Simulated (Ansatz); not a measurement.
Structure optimisation: nitrogen, solid alpha-N2

Theory: DFT, r2SCAN, plane waves (500 eV) with PAW, scalar-relativistic (Ansatz). The PAW files were generated under PBE, with cores re-solved for the functional.

k-point mesh 3×3×3, Fermi-Dirac smearing 0.05 eV, no spin polarisation. Cell and atoms relax.

Starting structure:

```yaml
crystal:
  lattice:
    - [5.644, 0.0, 0.0]
    - [0.0, 5.644, 0.0]
    - [0.0, 0.0, 5.644]
  atoms:
    - { symbol: "N", position: [0.054, 0.054, 0.054] }
    - { symbol: "N", position: [0.446, 0.946, 0.554] }
    - { symbol: "N", position: [0.554, 0.446, 0.946] }
    - { symbol: "N", position: [0.946, 0.554, 0.446] }
    - { symbol: "N", position: [0.946, 0.946, 0.946] }
    - { symbol: "N", position: [0.554, 0.054, 0.446] }
    - { symbol: "N", position: [0.446, 0.554, 0.054] }
    - { symbol: "N", position: [0.054, 0.446, 0.554] }
hamiltonian:
  xc: r2scan
  pseudopotentials:
    kind: paw
    azcp:
      "N": "pseudopotentials/N.paw.azcp"
basis:
  ecutwfc: 500
  fft_grid_basis: typed
kpoints:
  mp_grid: { grid: [3, 3, 3], shift: [0, 0, 0] }
magnetization:
  spin_polarized: false
scf:
  occupations: { method: fermi_dirac, width: 0.05 }
relax:
  max_steps: 60
  f_tol: 0.01
  cell: {}
```

Task: What cell does the relaxation end in?

Result: Pa-3 with a = 5.785 Å; 24.19 Å³ per atom against 22.47 at the start (7.7 %).

Task: How much energy does the relaxation gain?

Result: 57.1 meV per atom.

Path of the relaxation (the plane waves are chosen anew near the end, which can shift the energy a little):

```
step  E − E(final) (meV/atom)  V (Å³/atom)  P (GPa)  max force (eV/Å)
   0                    57.10       22.474     8.09             3.678
   1                     2.43       22.704    -1.24             0.611
   2                     0.51       22.866    -0.08             0.084
   3                     0.46       23.163     0.13             0.025
   4                     0.55       23.651     0.19             0.071
   5                     0.66       24.048     0.01             0.001
   6                     0.72       24.194     0.00             0.001
   7                     0.00       24.194    -0.01             0.004
```
